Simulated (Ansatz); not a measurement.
An elastic tensor (GPa, Voigt order, standard axes) from PBEsol (plane waves, PAW; program Ansatz):

```
78.9  46.0  46.0   0.0   0.0   0.0
46.0  78.9  46.0   0.0   0.0   0.0
46.0  46.0  78.9   0.0   0.0   0.0
 0.0   0.0   0.0  25.3   0.0   0.0
 0.0   0.0   0.0   0.0  25.3   0.0
 0.0   0.0   0.0   0.0   0.0  25.3
```

Task: Which compound is it?
A. Zr3Ag, Cu3Au type
B. YTl3, Cu3Au type
C. HfTc, CsCl type
D. BaHfO3, cubic perovskite

Result: B, YTl3, Cu3Au type

Space group Pm-3m (Cu3Au type). The workflow started from an entry of the Crystallography Open Database (COD). Whether it is the stable phase at ambient conditions was not checked. Symmetry was held in the PBEsol relaxation; whether a distortion lowers the energy is not shown. The run is not spin-polarised. As this level gives no gap, shear constants depend on the k-mesh and smearing (Fermi–Dirac, 0.1 eV here). Spin–orbit coupling is left out wherever it is not named.

Potentials: the later of the program's two PAW sets.
